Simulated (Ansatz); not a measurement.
## MnAlGe: do energies and stresses tell the same story?

Level of theory: DFT PBEsol, scalar-relativistic, plane waves, PAW (Ansatz 0.2.0).

Cutoff 420 eV; k points 10×10×6 on the computed 6-atom cell (Γ-centred); Gaussian smearing, width 0.10 eV; collinear spin from starting moments 1.92 1.92 0 0 0 0 μB.

Relaxed cell: P4/nmm, a = 3.848 Å, b = 3.848 Å, c = 5.826 Å, α = 90.00°, β = 90.00°, γ = 90.00°, 6 atoms in the primitive cell. Whether it is the stable form of this composition wasn't checked.

Energies at zero smearing and pressures from the stress tensor, at volumes with shape and atoms relaxed:
```json
{"V (Å³/atom)": "13.517", "E − E(first) (meV/atom)": "0.00", "P (GPa)": "9.67"}
{"V (Å³/atom)": "13.949", "E − E(first) (meV/atom)": "-18.79", "P (GPa)": "4.44"}
{"V (Å³/atom)": "14.380", "E − E(first) (meV/atom)": "-24.58", "P (GPa)": "0.00"}
{"V (Å³/atom)": "14.811", "E − E(first) (meV/atom)": "-19.33", "P (GPa)": "-3.74"}
{"V (Å³/atom)": "15.243", "E − E(first) (meV/atom)": "-5.04", "P (GPa)": "-6.80"}
```

Q: Check P = −dE/dV between neighbouring volumes, and get the bulk modulus from the pressures alone.

A: With 1 eV/Å³ = 160.2 GPa:
| middle V (Å³/atom) | −ΔE/ΔV (GPa) | mean P (GPa) |
| --- | --- | --- |
| 13.733 | 6.980 | 7.056 |
| 14.164 | 2.148 | 2.221 |
| 14.596 | -1.947 | -1.869 |
| 15.027 | -5.307 | -5.269 |

The two differ by 0.08 GPa at most. The mean of two end pressures misses the average over a step by about ΔV² P″/12, up to 0.07 GPa here; with that taken off 0.02 GPa remains. The largest site moment goes from 1.66 to 1.90 μB along the series, which bends P(V). Around V = 14.380 Å³/atom, the two neighbours give B = −V ΔP/ΔV = 14.380 × 8.18 / 0.863 = 136.3 GPa, against B0 = 135.0 GPa from the Birch–Murnaghan fit of the energies.

Only parallel moments were tried here.

Only this magnetic start was tried.